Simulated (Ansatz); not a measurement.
This run works on a generated trial structure, not on a known crystal.

Input and command of a plane-wave DFT calculation in Ansatz:

```yaml
crystal:
  lattice:
    - [3.05201981, -5.34935427, 0.0]
    - [3.05201981, 5.34935427, 0.0]
    - [-1.87677186, 0.0, 6.45988126]
  atoms:
    - { symbol: Lu, position: [0.09772406, 0.90227594, 0.5] }
    - { symbol: Lu, position: [0.90227594, 0.09772406, 0.5] }
    - { symbol: Lu, position: [0.0, 0.0, 0.0] }
    - { symbol: Al, position: [0.5, 0.5, 0.5] }
    - { symbol: As, position: [0.66384498, 0.33615502, 0.5] }
    - { symbol: As, position: [0.33615502, 0.66384498, 0.5] }
    - { symbol: As, position: [0.82340092, 0.17659908, 0.0] }
    - { symbol: As, position: [0.17659908, 0.82340092, 0.0] }
basis:
  ecutwfc: 420
kpoints:
  mp_grid: { grid: [3, 3, 3] }
hamiltonian:
  xc: pbe
scf:
  occupations: { method: gaussian, width: 0.2 }
  lower_state_search: "off"
output:
  forces: true
  stress: true
  eigenvalues: true
relax:
  adjacent_minimum: "off"
  f_tol: 0.08
  max_steps: 16
  cell: { stress_tol: 0.8 }
```

```bash
ansatz run input.yaml --threads 1 --pin off --max-ram 2560MiB --backend cpu --events-out ev --progress --plain --runs-dir out
```

Processor: Arm Neoverse V1, 1 thread, on a host shared with other jobs.

Question: Estimate time, memory and problem size.

Answer: About 4.9 min, peak memory 0.57 GiB. It solves 83 bands at 10 k points (after reduction by symmetry) with about 4207 plane waves (on the last cell), in 109 SCF iterations over 13 ionic steps.
